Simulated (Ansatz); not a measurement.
# Li2CuIrC6N6, before and after

The cell of Li2CuIrC6N6 is invented: cyanide-bridged rock-salt net of two metals, 2 guest cations a cell (Fm-3m, No. 225). Its size is a rough estimate.

start.xyz

```xyz
16
Lattice="0.0000 5.0945 5.0945 5.0945 0.0000 5.0945 5.0945 5.0945 0.0000" Properties=species:S:1:pos:R:3 pbc="T T T"
Li    2.5473    2.5473    2.5473
Li    7.6418    7.6418    7.6418
Cu    0.0000    0.0000    0.0000
Ir    5.0945    5.0945    5.0945
C     1.9170    5.0945    5.0945
C     5.0945    1.9170    5.0945
C     5.0945    5.0945    1.9170
C     8.2720    5.0945    5.0945
C     5.0945    8.2720    5.0945
C     5.0945    5.0945    8.2720
N     3.0870    5.0945    5.0945
N     5.0945    3.0870    5.0945
N     5.0945    5.0945    3.0870
N     7.1020    5.0945    5.0945
N     5.0945    7.1020    5.0945
N     5.0945    5.0945    7.1020
```

Method: DFT PBE, scalar-relativistic, plane waves, PAW in Ansatz 0.2.0. Cutoff 420 eV, Gaussian smearing, Γ-centred meshes. Cell and atoms relax first on a coarse mesh and then on a converged one. In between, the cell is made exact in the group found at 0.06 Å. The steps can't lower the symmetry of their start, moments included. Collinear spin, starting moments 0 0 1 -1 0 0 0 0 0 0 0 0 0 0 0 0 μB in the order of the atoms; they died out on the coarse mesh, so the last step has no spin.

end.xyz

```xyz
16
Lattice="0.0000 5.3791 5.3791 5.3791 0.0000 5.3791 5.3791 5.3791 0.0000" Properties=species:S:1:pos:R:3 pbc="T T T"
Li    2.6895    2.6895    2.6895
Li    8.0686    8.0686    8.0686
Cu    0.0000    0.0000    0.0000
Ir    5.3791    5.3791    5.3791
C     2.2088    5.3791    5.3791
C     5.3791    2.2088    5.3791
C     5.3791    5.3791    2.2088
C     8.5494    5.3791    5.3791
C     5.3791    8.5494    5.3791
C     5.3791    5.3791    8.5494
N     3.3872    5.3791    5.3791
N     5.3791    3.3872    5.3791
N     5.3791    5.3791    3.3872
N     7.3710    5.3791    5.3791
N     5.3791    7.3710    5.3791
N     5.3791    5.3791    7.3710
```

The symmetry stays Fm-3m (No. 225). The volume per atom grows by 17.7 %, from 16.5 to 19.5 Å³. The shortest distance goes from 1.17 Å (C–N) to 1.18 Å (C–N). The energy falls by about 0.14 eV/atom (the start's value is from the coarse mesh).

For Li2CuIrC6N6, the volume per atom is 19.46 Å³ and the density is 2.27 g/cm³. The formation energy is +0.494 eV/atom and the gap on the 6×6×6 mesh of the 16-atom cell is 0.34 eV.

The zero of energy is the elements' standard structures at the same level (N₂ as a molecule); no fitted shifts are applied. A positive value: parting into the elements would lower its energy.

The last run used Gaussian smearing of 0.02 eV. Spin–orbit coupling, which can matter for Ir, is left out. Kohn–Sham gaps at this level usually fall short of measured ones. The reference form of C is held partly by dispersion forces, which this level lacks. Small gaps are read on the mesh alone, and bands can cross between its points. Symmetry constrained the relaxation, so the result can be a saddle point. In all, the 3 runs took 4.5 min on 1 thread of AMD EPYC 7B13 (Zen 3) (shared host).
